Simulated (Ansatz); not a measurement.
## PtSe₂ (P-3m1), two-dimensional strain map

Level of theory: DFT r2SCAN, scalar-relativistic, plane waves, PAW in Ansatz. Cutoff 500 eV, Γ-centred 12×12×10 k-points, Gaussian smearing of 0.15 eV. Spin–orbit coupling is left out, which can shift energies with elements as heavy as these. No spin polarisation. Energies are free energies at this smearing, counted from the undisturbed cell; pressure is positive in compression.

The undisturbed cell (as given, not relaxed at this level; it stands at 4.9 GPa):

```
Pt Se
1.0
     3.72400    0.00000    0.00000
    -1.86200    3.22508    0.00000
     0.00000    0.00000    5.06200
Pt Se
1 2
Direct
  0.00000 0.00000 0.00000
  0.33333 0.66667 0.25000
  0.66667 0.33333 0.75000
```

The cell is strained by p along both x and y and by q along z, fractional coordinates fixed. Points are written (p, q).

Energy above the undisturbed cell in meV/atom (a dash: not computed):

```
 p \ q  -0.030  -0.015  0.000  0.030
-0.030   137.5   108.3   83.4   45.4
 0.000    25.8       –    0.0  -12.0
 0.030     5.9       –    1.8    9.4
```

Pressure in GPa:

| p \ q | -0.030 | -0.015 | 0.000 | 0.030 |
| --- | --- | --- | --- | --- |
| -0.030 | 21.3 | 18.8 | 16.4 | 12.0 |
| 0.000 | 8.5 | – | 4.9 | 1.7 |
| 0.030 | -0.8 | – | -3.4 | -5.6 |